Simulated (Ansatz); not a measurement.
**Data sheet: Si (DFT)**

Si:
Space group Fd-3m, origin choice 1 (No. 227); a = b = c = 11.8757 Å, α = β = γ = 90.00°

| atom | site | symmetry | x | y | z |
|---|---|---|---|---|---|
| Si | 32e | .3m | 0.0703 | 0.0703 | 0.0703 |
(The calculation used a cell of 8 atoms; values per cell refer to that cell.)

Space group Fd-3m (No. 227); conventional cell a = b = c = 11.876 Å, α = β = γ = 90.00°.

Method: PBE (plane waves, PAW; program Ansatz). Structure relaxed to zero pressure with the same functional. Other levels are named where they apply.

**Cell and energy**

```
Quantity             Result
---------------  ----------
Volume per atom    52.34 Å³
Density          0.89 g/cm³
```

**Electronic structure**

```
Property                                                                                                   Result
------------------------------------  ---------------------------------------------------------------------------
Electronic character                  no gap, with almost no states at the Fermi level (zero-gap or semimetallic)
Density of states at the Fermi level                                 0.01 states/eV per atom (mean over ±0.08 eV)
```

**Mechanics**

```
Quantity                               Value
----------------------------------  --------
Bulk modulus (Birch–Murnaghan fit)  26.4 GPa
Pressure derivative B′                   4.7
```

The start of the workflow was typed in or built on a structure type. Its sites differ from those of the usual phase in this space group: another stacking or structure type. The cell was relaxed with PBE under the symmetry of its start; whether a distortion lowers the energy is not shown. The volume moved by 44 % from the start of the relaxation.

Potentials: the later of the program's two PAW sets.
